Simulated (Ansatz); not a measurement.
Data:

K₂CoI₄:
```cif
data_Co2I8K4
_chemical_formula_sum 'K4 Co2 I8'
_space_group_name_H-M_alt 'P 1'
_space_group_IT_number 1
_cell_length_a 7.81992
_cell_length_b 8.12109
_cell_length_c 9.65395
_cell_angle_alpha 90.000
_cell_angle_beta 108.188
_cell_angle_gamma 90.000
loop_
_space_group_symop_operation_xyz
  'x, y, z'
loop_
_atom_site_label
_atom_site_type_symbol
_atom_site_fract_x
_atom_site_fract_y
_atom_site_fract_z
_atom_site_occupancy
K1 K 0.21963 0.75000 0.55217 1
K2 K 0.78037 0.25000 0.44783 1
K3 K 0.26269 0.75000 0.06846 1
K4 K 0.73731 0.25000 0.93154 1
Co1 Co 0.78056 0.75000 0.70060 1
Co2 Co 0.21944 0.25000 0.29940 1
I1 I 0.59991 0.75000 0.42529 1
I2 I 0.40009 0.25000 0.57471 1
I3 I 0.00221 0.99995 0.24066 1
I4 I 0.99779 0.00005 0.75934 1
I5 I 0.99779 0.49995 0.75934 1
I6 I 0.00221 0.50005 0.24066 1
I7 I 0.58496 0.75000 0.87372 1
I8 I 0.41504 0.25000 0.12628 1
```
The run is spin-polarised.

This is the r²SCAN-relaxed structure.

**Question.** All from plane-wave PAW r²SCAN (Ansatz code), unless another level is named. Estimate the magnetic order.

**Answer.** ferromagnetic.

**Question.** What about the Bader charges?

**Answer.** K +0.85 to +0.86, Co +0.81, I -0.64 to -0.62 e.

Space group P2_1/m. The workflow started from a Materials Project entry (that database holds measured and hypothetical structures alike); the Crystallography Open Database copy checked does not list it. Whether it is the stable phase at ambient conditions was not checked. The cell was relaxed with r²SCAN under the symmetry of its start; whether a distortion lowers the energy is not shown. The final state is ferromagnetic, chosen from 2 collinear starts compared on coarse meshes (ties went to the first, and starts can fall back to one state), not a proven ground state. Other orbital occupations within this spin state were not tried. No Hubbard U is applied. Scalar-relativistic: spin–orbit coupling is off unless named, which matters more the heavier the elements.

Potentials: the later of the program's two PAW sets.
